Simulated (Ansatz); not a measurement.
NaMgBr₃ in the cubic perovskite structure, relaxed with r2SCAN in Ansatz 0.2.0. The symmetry is Pm-3m (No. 221, cubic); a = 5.269 Å in the conventional setting, 29.25 Å³ an atom. Around Na lie 12 Br at 3.73 Å; around Mg lie 6 Br at 2.63 Å; around Br lie 2 Mg at 2.63 Å and 4 Na at 3.73 Å.

The axes x, y and z are those of this cell:
```
Na Mg Br
1.0
     5.26880    0.00000    0.00000
     0.00000    5.26880    0.00000
     0.00000    0.00000    5.26880
Na Mg Br
1 1 3
Direct
  0.00000 0.00000 0.00000
  0.50000 0.50000 0.50000
  0.50000 0.50000 0.00000
  0.50000 0.00000 0.50000
  0.00000 0.50000 0.50000
```

Unstrained: PBE gives an indirect gap of 2.850 eV, from R to Γ; the least direct gap is 3.391 eV at Γ. With r2SCAN the valence top lies at R and the conduction bottom at Γ, 3.665 eV higher; the smallest vertical gap, at Γ, is 4.223 eV. With HSE06 the valence top lies at R and the conduction bottom at Γ, 4.038 eV higher; the smallest vertical gap, at Γ, is 4.585 eV. Meshes: PBE 6×6×6, r2SCAN 6×6×6, HSE06 4×4×4. Strains are changes of length per length. After each strain the atoms were relaxed again with r2SCAN in this cell and within any symmetry left, so distortions that break it or need a larger cell weren't tested; points keep the names that they have in the unstrained zone. The calculation is spin-unpolarised, and the structure need not be a phase that has been made.

Task: One strain changed the r2SCAN stress by xx -0.49, yy -0.17, zz -0.17 GPa (compression positive) and the gap by -0.055 eV (PBE), -0.046 eV (r2SCAN), -0.056 eV (HSE06). Which kind of strain was it, and roughly how large?

Result: Uniaxial +1.0 % along x, other directions held. The pattern of the stress gives the kind; the size needs the stiffness, so it is an estimate.

Task: One strain changed the r2SCAN stress by xx -2.22, yy -2.22, zz -0.01 GPa (compression positive) and the gap by -0.260 eV (PBE), -0.240 eV (r2SCAN), -0.270 eV (HSE06). Which kind of strain was it, and roughly how large?

Result: Epitaxial +5.0 % in the xy plane, free normal strain -2.78 %. The pattern of the stress gives the kind; the size needs the stiffness, so it is an estimate.

Task: Apply epitaxial +1.0 % in the xy plane, free normal strain -0.53 %. How far does the gap move, against the unstrained cell?

Result: PBE: the gap goes from 2.850 to 2.784 eV (-0.066 eV). r2SCAN: the gap goes from 3.665 to 3.611 eV (-0.054 eV). HSE06: the gap goes from 4.038 to 3.970 eV (-0.068 eV). The r2SCAN energy rises by 1.0 meV an atom.

Task: Apply isotropic +3.0 % on every length. How far does the gap move, against the unstrained cell?

Result: PBE: the gap goes from 2.850 to 2.508 eV (-0.342 eV). r2SCAN: the gap goes from 3.665 to 3.340 eV (-0.325 eV). HSE06: the gap goes from 4.038 to 3.677 eV (-0.361 eV). The r2SCAN energy rises by 18.9 meV an atom.

Spin-orbit coupling is left out.

The meshes of the hybrids are coarse, so their gaps aren't converged to the digits shown.
